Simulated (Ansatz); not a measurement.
KMgH₃: energy along a strain

KMgH₃, Pm-3m, a = 4.025 Å (as given, not relaxed at this level: -0.9 GPa). The structure is a COD entry; whether it is the stable form wasn't checked. Ansatz: r2SCAN, PAW, 500 eV, Γ-centred 6×6×6 mesh on 5 atoms, Gaussian smearing 0.05 eV; no spin polarisation. Cell vectors (Å): 4.025 0.000 0.000; 0.000 4.025 0.000; 0.000 0.000 4.025. The cell is strained by x per cent times the pattern (0 0 0 1 0 0) in the order xx yy zz yz xz xy (engineering shears), with fractional coordinates held. y is the free energy over the start, V0 = 13.042 Å³/atom. Symmetry makes y even in x.

| x (%) | y (meV/atom) |
| --- | --- |
| -2.00 | ? |
| -1.00 | 0.16 |
| 0.00 | 0.00 |
| 0.25 | 0.01 |
| 0.50 | 0.04 |
| 0.75 | 0.09 |
| 1.25 | 0.26 |
| 1.50 | 0.37 |
| 1.75 | 0.50 |

Task: Fit y = c2 x² + c4 x⁴ to the other rows, get the stiffness along the pattern, and predict the missing energy.

Result: Least squares on the rows shown. y = 0.1640 x² − 0.0001095 x⁴. The clamped-ion stiffness p·C·p = 2 × 1.640 eV × 160.2 / 13.042 Å³ = 40 GPa, which is C44 in these axes (second derivative at the start, which stands under stress). With a term in x⁶ added, the coefficient of x² becomes 0.1552, 5 % less, which shows how far this figure hangs on the form. At x = -2.00 the fit asked for gives 0.65 meV/atom. The run gave 0.65 meV/atom, the same to the digits shown.